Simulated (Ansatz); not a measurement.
TaTe:
```yaml
crystal:
  lattice:
    - [1.77945, -5.03268, 0.00000]
    - [1.77945, 5.03268, 0.00000]
    - [0.00000, 0.00000, 4.69034]
  atoms:
    - { symbol: Te, position: [0.63746, 0.36254, 0.25000] }
    - { symbol: Ta, position: [0.92136, 0.07864, 0.25000] }
    - { symbol: Te, position: [0.36254, 0.63746, 0.75000] }
    - { symbol: Ta, position: [0.07864, 0.92136, 0.75000] }
```

Relaxed with PBEsol. Special points in fractions of this cell's reciprocal vectors: Γ (0.000, 0.000, 0.000); Y (-0.500, 0.500, 0.000); C0 (-0.281, 0.719, 0.000); Σ0 (0.281, 0.281, 0.000); Z (0.000, 0.000, 0.500); A0 (0.281, 0.281, 0.500); E0 (-0.281, 0.719, 0.500); T (-0.500, 0.500, 0.500); S (0.000, 0.500, 0.000); R (0.000, 0.500, 0.500).

Question: List the band energies nearest the Fermi level at these points for PBEsol (plane waves, PAW; program Ansatz).

Answer: In eV from the Fermi level; about four levels below and three above (degenerate sets whole), none deeper than 8.9 eV; points with the same levels are listed once.

| k | below | above |
|---|---|---|
| Γ | -2.31 -2.27 -1.94 -0.96 | 0.39 1.36 1.55 |
| Y | -1.59 -1.09 -0.98 -0.34 | 1.59 1.85 1.98 |
| C0 | -4.26 -4.03 -1.41 -1.03 | 0.28 0.45 1.33 |
| Z | -3.56 -3.56 -1.85 -1.85 | 0.81 0.81 1.57 1.57 |
| A0 | -3.46 -3.46 -2.23 -2.23 | 0.38 0.38 0.87 0.87 |
| T | -3.08 -3.08 -1.78 -1.78 | 0.65 0.65 0.92 0.92 |
| S | -1.32 -0.26 -0.12 -0.06 | 1.36 1.71 2.12 |
| R | -4.15 -4.15 -2.42 -2.42 | 0.80 0.80 1.47 1.47 |

Space group Cmcm. The start of the workflow was typed in or built on a structure type; neither database checked (COD, Materials Project) lists it. Whether it is the stable phase at ambient conditions was not checked. Symmetry was held in the PBEsol relaxation; whether a distortion lowers the energy is not shown. The run is not spin-polarised. Scalar-relativistic: spin–orbit coupling is off unless named, which matters more the heavier the elements.

Potentials: the later of the program's two PAW sets.
